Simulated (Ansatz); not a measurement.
Task: Name crystals whose computed values (r²SCAN (plane waves, PAW; program Ansatz)) fall in these windows: highest Γ mode, no LO–TO term (cm⁻¹) 440 to 570; Θ_D (K) 360 to 480; G_Hill (GPa) 72 to 89.

Result: 

```csv
crystal,"highest Γ mode, no LO–TO term (cm⁻¹)",Θ_D (K),G_Hill (GPa)
"BaIrO3, cubic perovskite",518,410,80.7
```
Others may fit too.

Standing as an ambient phase not checked: BaIrO3, cubic perovskite. The cell was relaxed under the symmetry of its start. Rows with no word on spin ran without spin polarisation. Spin–orbit coupling is left out wherever it is not named.

Potentials: the later of the program's two PAW sets.
